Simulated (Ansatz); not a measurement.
Mn: computed property card

Mn (diamond, Fd-3m), a = 4.9516 Å, b = 4.9516 Å, c = 4.9516 Å, α = 90.00°, β = 90.00°, γ = 90.00°; the cell used has 2 atoms.

Space group Fd-3m (No. 227), diamond; conventional cell a = b = c = 4.952 Å, α = β = γ = 90.00°.

Method: DFT-PBE in the program Ansatz with PAW potentials. Structure relaxed to zero pressure with the same functional. Other levels are named where they apply.

**Cell and energy**

```
Quantity              Value
---------------  ----------
Volume per atom    15.18 Å³
Density          6.01 g/cm³
```

**Electronic structure**

```
Item                                                                        Result
------------------------------------  --------------------------------------------
Electronic character                                             metallic (no gap)
Density of states at the Fermi level  0.57 states/eV per atom (mean over ±0.08 eV)
```

**Magnetism**

```
Item                                               Value
--------------  ----------------------------------------
Magnetic order  non-magnetic (starting moments vanished)
```

**Mechanics**

```
Item                                 Result
----------------------------------  -------
Bulk modulus (Birch–Murnaghan fit)  146 GPa
Pressure derivative B′                  4.2
```

The start of the workflow was typed in or built on a structure type; neither database checked (COD, Materials Project) lists it. It is not the phase usual at ambient conditions (space group No. 217). Symmetry was held in the PBE relaxation; whether a distortion lowers the energy is not shown. The workflow began spin-polarised and lost its moments. The volume moved by -27 % from the start of the relaxation.

Potentials: the later of the program's two PAW sets.
